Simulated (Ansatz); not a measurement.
Values for one crystal, relaxed and computed with plane-wave PAW PBEsol (Ansatz code); other levels are named.

| Property | Result |
|---|---|
| Volume per atom | 8.99 Å³ |
| Electronic character | metallic (no gap) |
| Poisson's ratio | 0.18 |
| Density of states at the Fermi level | 0.21 states/eV per atom (mean over ±0.08 eV) |
| Elastic constants (relaxed ions, GPa) | C11 = 661, C12 = 169, C13 = 132, C33 = 1060, C44 = 280 |
| Young's modulus | 675 GPa |
| Debye temperature from the elastic constants | 745 K |

Q: Which of these materials gives this?
A) AlV2C, P6_3/mmc (Al on 2d, V on 4f, C on 2a)
B) LuH2, fluorite
C) ReB2, P6_3/mmc (Re on 2c, B on 4f)
D) Co3Ge2, P-6m2 (Co on 2i, Co on 1b, Ge on 1a, Ge on 1d)

A: C, ReB2, P6_3/mmc (Re on 2c, B on 4f)

The workflow started from a Materials Project entry (that database holds measured and hypothetical structures alike); the Crystallography Open Database files this formula in space group No. 194, but the cells were not matched. Its standing as an ambient phase is unchecked. Symmetry was held in the PBEsol relaxation; of distortions, only those at the zone centre were tested. The run is not spin-polarised. As this level gives no gap, shear constants depend on the k-mesh and smearing (Fermi–Dirac, 0.1 eV here). Spin–orbit coupling is left out wherever it is not named.

Potentials: the later of the program's two PAW sets.
